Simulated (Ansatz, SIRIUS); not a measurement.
Given: the input of a run of SIRIUS 7.10.0 on WAu. The cell comes from a database or a generator and needn't be the stable form of this composition.

The input sirius.json:

```json
{
  "control": {
    "processing_unit": "cpu",
    "verbosity": 2,
    "num_bands_to_print": 25,
    "print_forces": true,
    "print_stress": true
  },
  "parameters": {
    "electronic_structure_method": "pseudopotential",
    "xc_functionals": ["XC_GGA_X_PBE", "XC_GGA_C_PBE"],
    "gk_cutoff": 8.8,
    "pw_cutoff": 17.6,
    "ngridk": [8, 8, 8],
    "shiftk": [0, 0, 0],
    "smearing": "fermi_dirac",
    "smearing_width": 0.0018374661,
    "num_bands": 25,
    "num_mag_dims": 0,
    "num_dft_iter": 100,
    "energy_tol": 1e-08,
    "density_tol": 1e-06
  },
  "iterative_solver": {
    "type": "davidson",
    "min_tolerance": 1e-09,
    "tolerance_scale": [0.1, 0.25]
  },
  "mixer": {
    "type": "anderson",
    "beta": 0.7,
    "max_history": 8
  },
  "settings": {
    "tol_ne": 1e-10,
    "pseudo_grid_cutoff": 6.5
  },
  "unit_cell": {
    "lattice_vectors": [
      [0.0, 5.497610139023, 5.497610139023],
      [5.497610139023, 0.0, 5.497610139023],
      [5.497610139023, 5.497610139023, 0.0]
    ],
    "atom_coordinate_units": "lattice",
    "atom_types": ["W", "Au"],
    "atom_files": {
      "W": "W.json",
      "Au": "Au.json"
    },
    "atoms": {
      "W": [
        [0.0, 0.0, 0.0]
      ],
      "Au": [
        [0.75, 0.75, 0.75]
      ]
    }
  }
}
```

Potentials or basis: PseudoDojo 0.4.1 PBE standard (scalar relativistic).

The run is started by

```console
$ upf_to_json W.upf
$ upf_to_json Au.upf
$ OMP_NUM_THREADS=1 sirius.scf --input=sirius.json --output=out.json --task=0
```

Translate it to Ansatz 0.2.0. Potentials or basis there: Ansatz PAW (earlier soft set), cutoff 420 eV.

As run (cutoffs and basis follow the program's own potentials, and thresholds, step limits or extra output files can differ):

Contents of input.yaml:

```yaml
crystal:
  lattice:
    - [0.0, 2.90921, 2.90921]
    - [2.90921, 0.0, 2.90921]
    - [2.90921, 2.90921, 0.0]
  atoms:
    - { symbol: W, position: [0.0, 0.0, 0.0] }
    - { symbol: Au, position: [0.75, 0.75, 0.75] }
hamiltonian:
  xc: pbe
  pseudopotentials: { kind: paw, azcp: { folder: soft_1 } }
kpoints:
  mp_grid: { grid: [8, 8, 8] }
scf:
  occupations: { method: fermi_dirac, width: 0.05 }
output:
  forces: true
  stress: true
  eigenvalues: true
```

Potentials or basis: Ansatz PAW soft_1.

Launch:

```console
$ ansatz run input.yaml --threads 1 --pin off --max-ram 3584MiB --backend cpu --events-out ev --progress --plain --runs-dir out
```

Both were run:

|  | SIRIUS | Ansatz |
| --- | --- | --- |
| Pressure | 0.0 GPa | 0.0 GPa |

Ansatz's pressure holds a Pulay term of +0.05 GPa for its cutoff of 420 eV, which the other run lacks.

Where Ansatz's input types no cutoff or centring, it takes its own default and a Γ-centred mesh.

Pressure is positive in compression.
